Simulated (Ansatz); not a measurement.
PbAu2 (cubic Laves, MgCu2 type)

```yaml
crystal:
  lattice:
    - [0.00000, 3.93832, 3.93832]
    - [3.93832, 0.00000, 3.93832]
    - [3.93832, 3.93832, 0.00000]
  atoms:
    - { symbol: Pb, position: [0.25000, 0.25000, 0.25000] }
    - { symbol: Pb, position: [0.00000, 0.00000, 0.00000] }
    - { symbol: Au, position: [0.62500, 0.62500, 0.12500] }
    - { symbol: Au, position: [0.62500, 0.12500, 0.62500] }
    - { symbol: Au, position: [0.62500, 0.62500, 0.62500] }
    - { symbol: Au, position: [0.12500, 0.62500, 0.62500] }
```

The slice is a {100} plane (indices of the conventional cell) through the point (0.625, 0.125, 0.625) (fractional), spanned by u = [100] and v = [0 1 -1] in vectors of this cell: u (5.57 Å) and v (5.57 Å, at 90° to u). It covers one period; positions are fractions (u, v).

Level of theory: LDA (plane waves to 420 eV, PAW, scalar-relativistic; Ansatz, an electronic-structure program). k mesh 10×10×10. These are valence fields of a PAW run, semicore shells included where kept as valence: close to a nucleus they are smooth pseudo fields. PbAu2 was relaxed with its symmetry unable to fall. Spin-orbit coupling is left out, though Au and Pb are heavy.

Q: What is the valence density on the shortest Au–Au line in this plane (2.78 Å), at its midpoint?

A: 0.35 e/Å³.

Q: What is the ELF at the midpoint of the shortest Au–Au line in this plane (2.78 Å)?

A: 0.24.

Q: Sketch the valence electron density on this plane as a map.

A: 
```tsv
v \ u	0.00	0.08	0.17	0.25	0.33	0.42	0.50	0.58	0.67	0.75	0.83	0.92
0.88	0.6	0.3	-0.4	-0.8	-0.8	-0.6	-0.5	-0.6	-0.8	-0.8	-0.4	0.3
0.75	-0.5	-0.6	-0.8	-0.9	-0.7	-0.3	-0.2	-0.3	-0.7	-0.9	-0.8	-0.6
0.62	0.6	0.3	-0.4	-0.8	-0.8	-0.6	-0.5	-0.6	-0.8	-0.8	-0.4	0.3
0.50	1.2	0.9	0.1	-0.7	-1.0	-1.0	-0.9	-1.0	-1.0	-0.7	0.1	0.9
0.38	0.6	0.3	-0.4	-0.8	-0.8	-0.6	-0.5	-0.6	-0.8	-0.8	-0.4	0.3
0.25	-0.5	-0.6	-0.8	-0.9	-0.7	-0.3	-0.2	-0.3	-0.7	-0.9	-0.8	-0.6
0.12	0.6	0.3	-0.4	-0.8	-0.8	-0.6	-0.5	-0.6	-0.8	-0.8	-0.4	0.3
0.00	1.2	0.9	0.1	-0.7	-1.0	-1.0	-0.9	-1.0	-1.0	-0.7	0.1	0.9
```

Values: log₁₀ of the valence density in e/Å³. The scale is logarithmic, as a density can span decades between atoms and voids.
